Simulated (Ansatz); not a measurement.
Given:

Zr2Ni:
```yaml
crystal:
  lattice:
    - [-3.23563, 3.23563, 2.62099]
    - [3.23563, -3.23563, 2.62099]
    - [3.23563, 3.23563, -2.62099]
  atoms:
    - { symbol: Zr, position: [0.16419, 0.66419, 0.82837] }
    - { symbol: Zr, position: [0.83581, 0.33581, 0.17163] }
    - { symbol: Zr, position: [0.66419, 0.83581, 0.50000] }
    - { symbol: Zr, position: [0.33581, 0.16419, 0.50000] }
    - { symbol: Ni, position: [0.75000, 0.75000, 0.00000] }
    - { symbol: Ni, position: [0.25000, 0.25000, 0.00000] }
```

This is the r²SCAN-relaxed structure.

Task: All from plane-wave PAW r²SCAN (Ansatz code), unless another level is named. Predict the formation energy from the elements (no fitted shifts).

Result: -0.31 eV/atom.

Task: Next, the density of states at the Fermi level?

Result: 0.98 states/eV per atom (mean over ±0.08 eV).

Space group I4/mcm. The workflow started from a Materials Project entry (that database holds measured and hypothetical structures alike); the Crystallography Open Database files this formula in space group No. 140, but the cells were not matched. Whether it is the stable phase at ambient conditions was not checked. The r²SCAN relaxation kept the symmetry of its start; whether a distortion lowers the energy is not shown. The run is not spin-polarised. The references are the lowest solids computed at this level, not always the standard phases. Spin–orbit coupling is left out wherever it is not named.

Potentials: the later of the program's two PAW sets.
